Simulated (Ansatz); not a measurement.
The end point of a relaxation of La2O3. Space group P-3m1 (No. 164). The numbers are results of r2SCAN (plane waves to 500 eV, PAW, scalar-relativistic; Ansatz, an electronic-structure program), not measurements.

Space group P-3m1 (No. 164); a = b = 3.9353 Å, c = 6.1257 Å, α = β = 90.00°, γ = 120.00°

```tsv
atom	site	symmetry	x	y	z
La	2d	3m.	0.6667	0.3333	0.2539
O	1b	-3m.	0.0000	0.0000	0.5000
O	2d	3m.	0.3333	0.6667	0.1461
```

### Question
Give the band gap at the level r2SCAN.

### Answer
4.23 eV, indirect (valence top at L, conduction bottom at K) (no spin-orbit coupling).

### Question
What smallest direct gap does r2SCAN give?

### Answer
4.35 eV at K.

No spin polarisation in the result.

It was reached from a disturbed copy of a R-3m (No. 166) cell, against which it lies -0.228 eV/atom.

The first start was generated by placing the elements on the sites of a structure type. Materials Project lists a structure of La2O3 in the same space group, P-3m1 (No. 164); the sites were not compared with it, nor with measured phases.
